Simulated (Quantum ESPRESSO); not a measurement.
Simulation results for AlSi7 (made-up cell)

Calculation on a made-up crystal cell, not a measurement: periodic Kohn-Sham density functional theory in plane waves with PseudoDojo standard norm-conserving scalar-relativistic pseudopotentials, each functional with its own files (v0.5 for PBE, v0.4.1 for LDA and PBEsol), no spin polarisation, no spin-orbit coupling, atoms not relaxed, stress positive in tension, energies less a fixed whole-eV offset for each atom's element; levels are Kohn-Sham levels at fractions of this cell's reciprocal vectors, counted from the reference band (half the neutral cell's valence electrons, rounded up) at Gamma; error bars cover cutoff and k-mesh only, not smearing or the files; added strain carries the atoms with the cell, and shear is the tensor component; each bar is the largest change over components, and at least 0.002 eV, 0.002 eV per angstrom or 0.02 GPa; energies are for the whole cell, and the offsets were chosen from early runs and are not element reference energies. Program: Quantum ESPRESSO 7.5.

## AlSi7 (made-up cell)

```
AlSi7
1.0
      5.4759     0.0085    -0.0300
      0.0085     5.3675    -0.0808
     -0.0300    -0.0808     5.5047
Si Al Si
2 1 5
Direct
  0.00203 0.00498 0.00539
  0.00321 0.49640 0.49972
  0.50416 -0.00667 0.49263
  0.49429 0.49893 -0.00989
  0.24949 0.25656 0.25253
  0.24628 0.74693 0.74423
  0.74355 0.25135 0.74564
  0.76131 0.74964 0.25455
```

* lattice type: zincblende/diamond
* functional: pbe
* cutoff: 544 eV
* fermi dirac smearing: 0.1 eV
* scf tolerance: 1e-07 eV
* electrons removed: 0
* k mesh: 6 x 6 x 6, shifted by half a step
* pressure: ?
* stress yy: ?
* stress xy: ?
* stress xx: ?

Atoms:
```csv
atoms element,atom site,atom energy offset (eV)
Si,1,-115
Si,2,-115
Al,3,-64
Si,4,-115
Si,5,-115
Si,6,-115
Si,7,-115
Si,8,-115
```

Questions
1. What pressure does the calculation give for AlSi7 (made-up cell)?
2. Give the missing stress yy for AlSi7 (made-up cell).
3. AlSi7 (made-up cell): stress xy?
4. Give the missing stress xx for AlSi7 (made-up cell).

Answers
1. 4.339 GPa
2. -5.193 GPa
3. 0.9107 GPa
4. -4.422 GPa

Further results for AlSi7 (made-up cell):

- free energy less offsets: 1.247 eV
- smearing term minus ts: -0.09736 eV
- scf iterations: 9
- stress zz: -3.402 GPa
- stress yz: -3.088 GPa
- stress xz: -0.3099 GPa
- fermi level: -0.8114 eV
- reference band: 16
- error bar energy: 0.01162 eV
- error bar stress: 0.07197 GPa
- error bar force: 0.0141 eV/Å
- error bar next band up: 0.002 eV
- error bar fermi level: 0.00484 eV
- error bars from: tighter rerun of a related cell

Forces:
```csv
site,x (eV/Å),y (eV/Å),z (eV/Å)
1,-0.3549,-0.2467,-0.4984
2,-0.6953,-0.1104,0.1911
3,-0.8672,-0.01071,0.144
4,0.04073,0.3057,0.7002
5,0.3863,0.09399,-0.651
6,0.004619,0.393,0.6987
7,1.143,0.2077,0.6071
8,0.3424,-0.6326,-1.192
```

Levels:
```csv
level k point,next band up (eV)
Gamma,0.1405
"(1/2,1/2,1/2)",0.9242
"(0.15,0,0)",0.2548
"(0,0.15,0)",0.114
"(0,0,0.15)",0.3827
```
